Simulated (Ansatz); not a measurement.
Input:

AgI:
```yaml
crystal:
  lattice:
    - [4.48568, 0.00000, 0.00000]
    - [-2.24284, 3.88471, 0.00000]
    - [0.00000, 0.00000, 7.33908]
  atoms:
    - { symbol: Ag, position: [0.33333, 0.66667, 0.00262] }
    - { symbol: Ag, position: [0.66667, 0.33333, 0.50262] }
    - { symbol: I, position: [0.33333, 0.66667, 0.37728] }
    - { symbol: I, position: [0.66667, 0.33333, 0.87728] }
```

This is the LDA-relaxed structure.

Problem. All from DFT-LDA in the program Ansatz with PAW potentials, unless another level is named. Give the highest zone-centre frequency (without LO–TO term).

Solution. 134 cm^-1.

Problem. Predict the zero-point energy.

Solution. 16.2 meV/atom.

Problem. Predict the vibrational entropy at 300 K.

Solution. 52.3 J/(K·mol of atoms).

Space group P6_3mc (wurtzite). The cell was relaxed with LDA under the symmetry of its start; phonons on a q-mesh show no instability. The run is not spin-polarised. Spin–orbit coupling is left out wherever it is not named.

Potentials: the earlier of the program's two PAW sets.
